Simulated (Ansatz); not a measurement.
Ti3In:
```
CELL_PARAMETERS angstrom
      5.90037     0.00000     0.00000
     -2.95018     5.10987     0.00000
      0.00000     0.00000     4.77017
ATOMIC_POSITIONS crystal
  Ti 0.16551 0.33102 0.25000
  Ti 0.83449 0.66898 0.75000
  Ti 0.83449 0.16551 0.75000
  Ti 0.16551 0.83449 0.25000
  Ti 0.66898 0.83449 0.25000
  Ti 0.33102 0.16551 0.75000
  In 0.33333 0.66667 0.75000
  In 0.66667 0.33333 0.25000
```

This is the r²SCAN-relaxed structure.

Question: All from r²SCAN in the plane-wave PAW code Ansatz, unless another level is named. Estimate the density of states at the Fermi level.

Answer: 0.58 states/eV per atom (mean over ±0.08 eV).

Question: Next, the formation energy from the elements (no fitted shifts)?

Answer: -0.18 eV/atom.

Space group P6_3/mmc. The first step of the workflow began from a Materials Project structure, measured or hypothetical; the Crystallography Open Database copy checked does not list it. Whether it is the stable phase at ambient conditions was not checked. The cell was relaxed with r²SCAN under the symmetry of its start; its stability against distortions is not shown here. No spin polarisation was allowed. The references are the lowest solids computed at this level, not always the standard phases. Spin–orbit coupling is left out wherever it is not named.

Potentials: the later of the program's two PAW sets.
